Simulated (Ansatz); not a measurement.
## What strain does to K2IBr (ordering on rocksalt)

K2IBr, ordered on the rocksalt lattice (R-3m) with 4 atoms a cell, relaxed with r2SCAN in the plane-wave code Ansatz. The symmetry is R-3m (No. 166, trigonal); a = 4.837 Å, c = 23.760 Å in the conventional setting, 40.11 Å³ an atom. Br has 6 K at 3.34 Å; I has 6 K at 3.51 Å; K has 3 Br at 3.34 Å and 3 I at 3.51 Å.

The axes x, y and z are those of this cell:
```yaml
crystal:
  lattice:
    - [2.41827, 1.39619, 7.91989]
    - [-2.41827, 1.39619, 7.91989]
    - [0.00000, -2.79238, 7.91989]
  atoms:
    - { symbol: Br, position: [0.00000, 0.00000, 0.00000] }
    - { symbol: I, position: [0.50000, 0.50000, 0.50000] }
    - { symbol: K, position: [0.25590, 0.25590, 0.25590] }
    - { symbol: K, position: [0.74410, 0.74410, 0.74410] }
```

Unstrained: With PBE the gap is 3.836 eV and direct, at Γ. With r2SCAN the gap is 4.440 eV and direct, at Γ. With HSE06 the gap is 4.846 eV and direct, at Γ. Meshes: PBE 6×6×6, r2SCAN 6×6×6, HSE06 4×4×4. Strains are changes of length per length. After each strain the atoms were relaxed again with r2SCAN within the symmetry that the strain leaves, so tilts or polar shifts that break it weren't tested; points keep the names that they have in the unstrained zone. Simulation only: spin-unpolarised, and no claim that this is the phase found in nature.

Changes of the least gap in eV (an overlap counts as a negative gap):
```tsv
strain	volume change (%)	space group	PBE	r2SCAN	HSE06	energy rise, r2SCAN (meV/atom)
epitaxial -2.93 % in the xy plane, free normal strain +3.22 %	-2.7	R-3m	-0.081	-0.087	-0.085	4.6
```

Epitaxial -2.93 % in the xy plane, free normal strain +3.22 %. HSE06: the gap goes from 4.846 to 4.761 eV (-0.085 eV); with r2SCAN the top three valence levels at Γ, grouped 2+1 from the top over 312 meV, become 2+1 over 539 meV. Stress change with r2SCAN, compression positive: xx +0.61, yy +0.61, zz -0.02 GPa.

Spin-orbit coupling is left out, which matters wherever the heavy atoms make up the band edges.

The splittings at Γ are without spin-orbit coupling, which regroups them where it is of like size or larger.
